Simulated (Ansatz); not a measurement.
The elements of this relaxed trial crystal are hidden behind letters.

```
lattice vectors (Å)
   5.4342    0.0000    0.0000
  -2.7171    4.7062    0.0000
   0.0000    0.0000    3.2228
fractional positions
X 0.0000 0.5000 0.0000
X 0.5000 0.0000 0.0000
X 0.5000 0.5000 0.0000
Z 0.0000 0.0000 0.2084
Z 0.0000 0.0000 0.7916
Z 0.3333 0.6667 0.5000
Z 0.6667 0.3333 0.5000
```

All numbers below come from Ansatz 0.2.0, DFT PBE, scalar-relativistic, plane waves, PAW. The final run on the 7-atom cell used 420 eV, a Γ-centred 12×12×12 mesh, 0.10 eV smearing and no spin polarisation.

| Quantity | Value |
| --- | --- |
| Space group | P6/mmm (No. 191) |
| Conventional cell | a = 5.434 Å, c = 3.223 Å |
| Volume per atom | 11.77 Å³ |
| Density | 5.24 g/cm³ |
| Energy over the elements | −0.25 eV/atom |
| Gap on the 12×12×12 mesh of the 7-atom cell | 0 eV (a metal) |

Energies are uncorrected and count from the elements' standard states at the same level.

**Question.** X is a d-block element of period 4 and Z is a p-block element of period 2. Which elements are they?

**Answer.** X = Zn, Z = O, so the formula is Zn3O4. Density times volume gives a mean mass of 5.24 × 11.77/1.6605 = 37.1 u per atom, and this set has 37.2 u. Among the elements that the hints allow, noble gases aside, only these give it. Zn is surrounded by 4 O at 2.25 Å, 4 Zn at 2.72 Å and 4 O at 2.80 Å; around O on a site of symmetry 6mm lies 1 O at 1.34 Å; around O on a site of symmetry -6m2 lie 6 Zn at 2.25 Å.

The cell is a metal run without spin; a magnetic state may lie lower. A structure relaxed within its symmetry needn't be a true minimum.
